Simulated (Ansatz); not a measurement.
**Elastic constants of CaHg (Pm-3m), step by step**

```xyz
2
Lattice="3.7187 0.0000 0.0000 0.0000 3.7187 0.0000 0.0000 0.0000 3.7187" Properties=species:S:1:pos:R:3 pbc="T T T"
Ca    0.0000    0.0000    0.0000
Hg    1.8594    1.8594    1.8594
```

Level of theory, where no other is named: PBEsol, all-electron LAPW in Ansatz 0.2.0, scalar-relativistic. k mesh 12×12×12, Fermi-Dirac smearing of 0.050 eV, basis error target 1 meV/atom. The cell was relaxed by PAW under this functional. This phase needn't be the one found at ambient conditions.

The cell is cubic and carries a residual pressure of 0.00 GPa at this level. Each strain component that symmetry leaves independent is applied at ±0.005, the ions relax wherever a strain frees them, and the stress (tension positive, GPa) is read. Shears are engineering strains, γ = 2ε.

```
strain    size      σxx      σyy      σzz      σyz     σxz     σxy
    xx  -0.005  -0.2732  -0.1848  -0.1848   0.0000  0.0000  0.0000
    xx  +0.005   0.2605   0.1782   0.1782   0.0000  0.0000  0.0000
    yz  -0.005  -0.0017  -0.0028  -0.0028  -0.1536  0.0000  0.0000
    yz  +0.005  -0.0017  -0.0028  -0.0028   0.1536  0.0000  0.0000
```

A central difference gives one constant, for example C11 ≈ (0.2605 − (-0.2732))/(0.01) = 53.4 GPa; the program then imposes the crystal's symmetry on the whole matrix.

Task: What are the independent elastic constants?

Result: C11 = 53.4, C12 = 36.3, C44 = 30.7 GPa.

Task: Do they meet the Born conditions?

Result: C11 − C12 = 17.1, C11 + 2C12 = 126.0 and C44 = 30.7 GPa must all be positive, so the crystal is elastically stable; that says nothing yet of its phonons.

Task: What moduli does a random aggregate of grains have?

Result: B = (C11 + 2C12)/3 = 42.0 GPa. G_V = (C11 − C12 + 3C44)/5 = 21.8 and G_R = 5(C11 − C12)C44/(4C44 + 3(C11 − C12)) = 15.1, so G_H = 18.5 GPa. Then E = 9BG/(3B + G) = 48.3 GPa, ν = (3B − 2G)/(6B + 2G) = 0.308 and B/G = 2.28, on the ductile side of Pugh's 1.75 (a rule of thumb).

Task: With the density of 7.771 g/cm³, how fast does sound travel, and what Debye temperature follows?

Result: 

```csv
direction,slow (m/s),middle (m/s),fast (m/s)
[100],1988,1988,2621
[110],1048,1988,3118
[111],1432,1432,3267
```

The mean of v⁻³ over directions and branches gives v_m = 1676 m/s and θ_D = (ħ/k_B) v_m (6π²n)^(1/3) = 169 K, n being atoms per volume. Young's modulus spans 24 to 74 GPa over directions, and the universal anisotropy index is 2.25.

Task: How far do the constants move if PAW replaces LAPW in the same cell?

Result: 

```json
{"constant": "C11", "LAPW (GPa)": "53.4", "PAW (GPa)": "53.3", "difference": "-0.1"}
{"constant": "C12", "LAPW (GPa)": "36.3", "PAW (GPa)": "36.3", "difference": "0.0"}
{"constant": "C44", "LAPW (GPa)": "30.7", "PAW (GPa)": "30.7", "difference": "0.0"}
```

Task: How do the constants change if the ions are clamped to the homogeneous strain?

Result: None moves by more than 0.3 GPa: by symmetry a homogeneous strain puts no force on these sites.

Caveats: responses of metals move with mesh and smearing; no spin-orbit coupling on heavy atoms; the frozen-core PAW files of the compared runs were fitted under PBE, their cores solved anew for this functional.
